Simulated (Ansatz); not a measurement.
A relaxation computed with Ansatz, from input to last step.

```yaml
crystal:
  lattice:
    - [-1.9208327366, 1.9208327366, 3.1503632029]
    - [1.9208327366, -1.9208327366, 3.1503632029]
    - [1.9208327366, 1.9208327366, -3.1503632029]
  atoms:
    - { symbol: Li, position: [0.0, 0.0, 0.0] }
    - { symbol: W, position: [0.593, 0.593, 0.0] }
    - { symbol: W, position: [0.407, 0.407, 0.0] }
basis:
  ecutwfc: 420
kpoints:
  mp_grid: { grid: [6, 6, 6] }
hamiltonian:
  xc: pbe
scf:
  occupations: { method: gaussian, width: 0.1 }
  lower_state_search: "off"
output:
  forces: true
  stress: true
  eigenvalues: true
relax:
  adjacent_minimum: "off"
  f_tol: 0.04
  max_steps: 70
  cell: { stress_tol: 0.4 }
```

```bash
ansatz run input.yaml --threads 1 --pin off --max-ram 2560MiB --backend cpu --events-out ev --progress --plain --runs-dir out
```

Computed with DFT PBE, scalar-relativistic, plane waves, PAW (Ansatz 0.2.0).

Of 16 frames 10 are shown, positions in Å and forces in eV/Å; the SCF threshold varies from step to step. Steps run on the plane waves of an earlier cell, with a Pulay correction in the pressure. The basis is chosen afresh for the last frame, the zero of the energies, and at times for earlier ones too; energy and pressure step there, also at an unchanged geometry. Here that happened at step 12 (-13 meV/atom, 0.1 GPa); the frames before carry an error of that size.

```xyz
3
Lattice="-1.9208 1.9208 3.1504 1.9208 -1.9208 3.1504 1.9208 1.9208 -3.1504" Properties=species:S:1:pos:R:3:forces:R:3 pbc="T T T" step=1 free_energy_over_end_meV_per_atom=43174.15 pressure_GPa=847.41
Li    0.0000    0.0000    0.0000    0.0000    0.0000    0.0000
W     0.0000    0.0000    3.7363    0.0000    0.0000  616.5293
W     0.0000    0.0000    2.5644    0.0000    0.0000 -616.5293
3
Lattice="-1.9081 1.9081 3.3599 1.9081 -1.9081 3.3599 1.9081 1.9081 -3.3599" Properties=species:S:1:pos:R:3:forces:R:3 pbc="T T T" step=3 free_energy_over_end_meV_per_atom=3853.69 pressure_GPa=94.70
Li    0.0000    0.0000    0.0000    0.0000    0.0000    0.0000
W     0.0000    0.0000    4.1944    0.0000    0.0000   49.6194
W     0.0000    0.0000    2.5253    0.0000    0.0000  -49.6194
3
Lattice="-1.8885 1.8885 3.5133 1.8885 -1.8885 3.5133 1.8885 1.8885 -3.5133" Properties=species:S:1:pos:R:3:forces:R:3 pbc="T T T" step=4 free_energy_over_end_meV_per_atom=2170.61 pressure_GPa=42.54
Li    0.0000    0.0000    0.0000    0.0000    0.0000    0.0000
W     0.0000    0.0000    4.4182    0.0000    0.0000   23.3664
W     0.0000    0.0000    2.6084    0.0000    0.0000  -23.3664
3
Lattice="-1.7888 1.7888 3.5555 1.7888 -1.7888 3.5555 1.7888 1.7888 -3.5555" Properties=species:S:1:pos:R:3:forces:R:3 pbc="T T T" step=6 free_energy_over_end_meV_per_atom=418.88 pressure_GPa=7.44
Li    0.0000    0.0000    0.0000    0.0000    0.0000    0.0000
W     0.0000    0.0000    4.6770    0.0000    0.0000    4.2212
W     0.0000    0.0000    2.4341    0.0000    0.0000   -4.2212
3
Lattice="-1.6773 1.6773 3.7886 1.6773 -1.6773 3.7886 1.6773 1.6773 -3.7886" Properties=species:S:1:pos:R:3:forces:R:3 pbc="T T T" step=8 free_energy_over_end_meV_per_atom=79.35 pressure_GPa=9.82
Li    0.0000    0.0000    0.0000    0.0000    0.0000    0.0000
W     0.0000    0.0000    5.0239    0.0000    0.0000    1.4093
W     0.0000    0.0000    2.5532    0.0000    0.0000   -1.4093
3
Lattice="-1.6562 1.6562 3.9341 1.6562 -1.6562 3.9341 1.6562 1.6562 -3.9341" Properties=species:S:1:pos:R:3:forces:R:3 pbc="T T T" step=9 free_energy_over_end_meV_per_atom=26.66 pressure_GPa=5.30
Li    0.0000    0.0000    0.0000    0.0000    0.0000    0.0000
W     0.0000    0.0000    5.2292    0.0000    0.0000    0.7149
W     0.0000    0.0000    2.6390    0.0000    0.0000   -0.7149
3
Lattice="-1.6668 1.6668 3.9996 1.6668 -1.6668 3.9996 1.6668 1.6668 -3.9996" Properties=species:S:1:pos:R:3:forces:R:3 pbc="T T T" step=11 free_energy_over_end_meV_per_atom=15.53 pressure_GPa=0.13
Li    0.0000    0.0000    0.0000    0.0000    0.0000    0.0000
W     0.0000    0.0000    5.3464    0.0000    0.0000   -0.0049
W     0.0000    0.0000    2.6527    0.0000    0.0000    0.0049
3
Lattice="-1.6573 1.6573 4.0438 1.6573 -1.6573 4.0438 1.6573 1.6573 -4.0438" Properties=species:S:1:pos:R:3:forces:R:3 pbc="T T T" step=13 free_energy_over_end_meV_per_atom=0.48 pressure_GPa=0.06
Li    0.0000    0.0000    0.0000    0.0000    0.0000    0.0000
W     0.0000    0.0000    5.4029    0.0000    0.0000    0.0878
W     0.0000    0.0000    2.6847    0.0000    0.0000   -0.0878
3
Lattice="-1.6483 1.6483 4.0852 1.6483 -1.6483 4.0852 1.6483 1.6483 -4.0852" Properties=species:S:1:pos:R:3:forces:R:3 pbc="T T T" step=14 free_energy_over_end_meV_per_atom=0.28 pressure_GPa=0.30
Li    0.0000    0.0000    0.0000    0.0000    0.0000    0.0000
W     0.0000    0.0000    5.4628    0.0000    0.0000    0.0504
W     0.0000    0.0000    2.7075    0.0000    0.0000   -0.0504
3
Lattice="-1.6536 1.6536 4.0689 1.6536 -1.6536 4.0689 1.6536 1.6536 -4.0689" Properties=species:S:1:pos:R:3:forces:R:3 pbc="T T T" step=16 free_energy_over_end_meV_per_atom=0.00 pressure_GPa=0.00
Li    0.0000    0.0000    0.0000    0.0000    0.0000    0.0000
W     0.0000    0.0000    5.4430    0.0000    0.0000   -0.0040
W     0.0000    0.0000    2.6948    0.0000    0.0000    0.0040
```

The start puts this composition into another compound's structure type, which needn't suit it. At the end the space group is I4/mmm (tolerance 0.05 Å).

It took 39 s on 1 thread of Intel(R) Xeon(R) Platinum 8259CL CPU @ 2.50GHz (Skylake/Cascade Lake), with other jobs on the host, peak memory 0.41 GiB.

The k mesh is coarse. Spin–orbit coupling is left out, which can shift energies with elements as heavy as these.